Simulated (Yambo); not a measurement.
G0W0@LDA for KIO3 (space group R3m, No. 160) in Yambo. Reference settings: 4×4×4 Γ-centred k mesh, 126 bands and a 7 Ry block in the screening, 126 bands in G with the Bruneval-Gonze terminator, plasmon pole fitted at 27.2 eV. The LDA gap Z → Z on this mesh is 2.45 eV; G0W0 gaps are taken between the same points.

The settings were changed. The gap went from 4.07 eV to 4.05 eV, and the shift of the valence edge from -0.75 eV to -0.09 eV.

Q: Which change was made?
(A) 3 Ry block
(B) 48 bands in G, no terminator
(C) no terminator
(D) 81 bands in G

A: B, 48 bands in G, no terminator. The others gave (gap, valence shift): 3 Ry block: 4.00, -0.59 eV; 81 bands in G: 4.08, -0.74 eV; no terminator: 4.04, -0.56 eV.

Spin-orbit coupling is not included.

Geometry of the Materials Project entry, not relaxed at this level; primitive cell a = 4.4383 Å, b = 4.4383 Å, c = 4.4383 Å, α = 88.67°, β = 88.67°, γ = 88.67°.

A shift is the quasiparticle energy of the state minus its LDA energy.
